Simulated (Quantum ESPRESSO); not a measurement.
# Mg4HfTiRh2: one composition in several site orders

A calculation, not a measurement. The program is pw.x of Quantum ESPRESSO 7.5 (plane-wave density functional theory). The cell is made up: eight metal atoms on a face-centred cubic lattice, with elements, volume, strain and displacements drawn at random and not relaxed, so it may be unstable or far from any real phase. PseudoDojo standard norm-conserving files set the functional (PBE unless stated); there is no spin polarisation or spin-orbit coupling, the Fermi-Dirac width of 0.25 eV means electrons at about 2900 K, and the masses in the input are unused placeholders. Heavy elements are run without spin-orbit coupling, which real alloys of them have. A spin test at this wide smearing found no moment, but such smearing suppresses magnetism that the real alloy may have.

The runs put one composition on the sites in different orders. Cell, positions, cutoff, mesh and smearing stay as in the input of run 1; sites are counted in its order. Stress in the tables is positive in tension.

Input of run 1:

```
&control calculation='scf', pseudo_dir='./dojo.nc.sr.pbe.v0_5.standard.upf', outdir='./o', disk_io='medium', tprnfor=.true., tstress=.true. /
&system ibrav=0, nat=8, ntyp=4, nbnd=62, ecutwfc=87.97787729, nosym=.true., tot_charge=0,
 occupations='smearing', smearing='fd', degauss=0.0183746611
/
&electrons conv_thr=1.470e-08, electron_maxstep=70, mixing_beta=0.5 /
ATOMIC_SPECIES
Hf 1.0 Hf.upf
Mg 1.0 Mg.upf
Rh 1.0 Rh.upf
Ti 1.0 Ti.upf
CELL_PARAMETERS angstrom
0.0 2.0917 2.0917
-4.1833 4.1833 -4.1833
-4.1833 -4.1833 4.1833
ATOMIC_POSITIONS angstrom
Mg -0.0185 -0.0089 0.0556
Mg -4.1583 -2.1075 2.0733
Hf -4.2124 0.0439 0.0123
Ti -4.1686 2.019 -2.1756
Rh -2.0589 0.022 2.1149
Mg -2.1359 2.0778 0.0084
Rh -6.2955 -0.0105 2.0232
Mg -6.3004 2.0258 -0.0239
K_POINTS automatic
8 4 4 1 1 1
```

```
run  elements on sites 1 to 8  free energy less that of run 1 (eV)  -TS (eV)  pressure (GPa)  stress xx (GPa)  stress yy (GPa)  stress zz (GPa)  stress yz (GPa)  stress xz (GPa)  stress xy (GPa)  iterations
  1   Mg Mg Hf Ti Rh Mg Rh Mg                                0.000    -1.353           -1.45             4.23            -0.56             0.69            -1.48            -0.20             0.40          16
  2   Ti Rh Mg Hf Mg Mg Mg Rh                                1.230    -1.525           -0.39             0.28             0.81             0.08            -1.39            -1.90             2.18          15
  3   Mg Ti Mg Mg Rh Rh Hf Mg                                1.132    -1.476           -0.53             1.76             0.20            -0.38            -1.23            -0.18             0.30          16
  4   Mg Rh Mg Ti Mg Mg Hf Rh                                0.868    -1.388           -0.48             0.15             1.16             0.13            -2.85            -0.97             1.08          16
  5   Mg Rh Ti Rh Mg Mg Hf Mg                                0.246    -1.332           -0.86             2.10             0.44             0.03            -2.66            -0.71             0.63          15
  6   Rh Mg Hf Mg Rh Mg Mg Ti                                0.882    -1.372           -0.52             0.95             0.34             0.27            -1.81             2.05            -1.34          16
```

Forces Fx Fy Fz (eV/Å):

| site | run 1 | run 2 | run 3 | run 4 | run 5 | run 6 |
| --- | --- | --- | --- | --- | --- | --- |
| 1 | -0.05 -0.71 0.60 | 0.97 0.95 -1.10 | -2.04 0.22 -0.46 | 0.35 0.84 -1.06 | -0.40 0.29 -0.56 | 0.26 0.27 -0.29 |
| 2 | -0.15 0.63 -0.67 | 0.08 -0.31 0.29 | -0.46 0.31 -0.47 | -0.21 0.17 -0.16 | -0.51 0.55 -0.54 | 0.59 -0.11 0.04 |
| 3 | 0.09 -1.30 1.05 | -0.76 -0.30 0.17 | 2.00 -0.24 -0.03 | -0.29 0.05 -0.27 | -0.14 -0.32 -0.13 | 0.71 -0.72 0.26 |
| 4 | -0.22 0.81 -0.67 | -1.50 -0.18 0.66 | -0.42 -0.02 0.24 | -0.75 -0.20 0.60 | 0.31 -0.03 0.20 | -1.05 0.75 -0.52 |
| 5 | -0.06 -0.06 0.02 | -1.19 -0.68 0.39 | -0.64 -0.57 0.47 | -1.03 -0.90 0.69 | -0.33 -0.92 0.82 | -0.37 -0.19 0.02 |
| 6 | 0.46 0.23 -0.28 | 1.50 0.25 -0.39 | 0.51 0.67 -0.67 | 0.92 0.52 -0.60 | 0.15 0.73 -0.69 | 1.41 -0.50 0.49 |
| 7 | 0.03 -0.06 0.15 | 1.08 -0.01 0.12 | 1.05 -1.14 1.50 | 0.79 -0.39 0.59 | 0.86 -1.38 1.78 | -0.99 0.35 -0.16 |
| 8 | -0.08 0.48 -0.21 | -0.18 0.27 -0.13 | 0.00 0.77 -0.58 | 0.21 -0.09 0.21 | 0.07 1.08 -0.89 | -0.56 0.16 0.14 |

The sites are displaced and not relaxed, so the energy differences mix bonding between neighbours with strain and are not ordering energies. A rerun of one cell of this series at a higher cutoff and on a denser mesh moved values by no more than 0.003 eV in energy, 0.05 GPa in stress and 0.008 eV/Å in force, and a second program with other atomic files agreed on that cell to 2 % rms in force and 0.5 GPa in pressure.